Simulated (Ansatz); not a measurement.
LaAlHO2:
```
LaAlHO2
1.0
    3.77434     0.00000     0.00000
    0.00000     3.77434     0.00000
    0.00000     0.00000     3.89515
La Al O H
1 1 2 1
Cartesian
  1.88717   1.88717   1.94758
  0.00000   0.00000   0.00000
  1.88717   0.00000   0.00000
  0.00000   1.88717   0.00000
  0.00000   0.00000   1.94758
```

Relaxed with r²SCAN. Special points in fractions of this cell's reciprocal vectors: Γ (0.000, 0.000, 0.000); X (0.000, 0.500, 0.000); M (0.500, 0.500, 0.000); Z (0.000, 0.000, 0.500); R (0.000, 0.500, 0.500); A (0.500, 0.500, 0.500).

Q: List the band energies nearest the Fermi level at these points for the program Ansatz at the r²SCAN level (PAW).

A: In eV from the Fermi level; about four levels below and three above (degenerate sets whole), none deeper than 8.9 eV; points with the same levels are listed once.

```csv
k,below,above
Γ,-6.33 -5.54 -5.54 -0.62,0.36 1.18 1.18
X,-6.56 -6.47 -6.05 -1.18,0.92 1.05 1.20
M,-6.57 -6.56 -4.75 -0.26,1.01 1.01 1.43 1.43
Z,-5.89 -5.89 -4.93 -0.73,0.95 0.95 1.23
R,-7.38 -6.16 -5.42 -0.22,0.85 0.95 1.10
A,-6.54 -6.37 -6.37 -4.72,1.18 1.18 1.27
```

Space group P4/mmm. The start of the workflow was typed in or built on a structure type; neither database checked (COD, Materials Project) lists it. Whether it is the stable phase at ambient conditions was not checked. The r²SCAN relaxation kept the symmetry of its start; whether a distortion lowers the energy is not shown. With an odd number of electrons in the cell and no spin polarisation, the count alone makes it a metal. Scalar-relativistic: spin–orbit coupling is off unless named, which matters more the heavier the elements.

Potentials: the earlier of the program's two PAW sets.
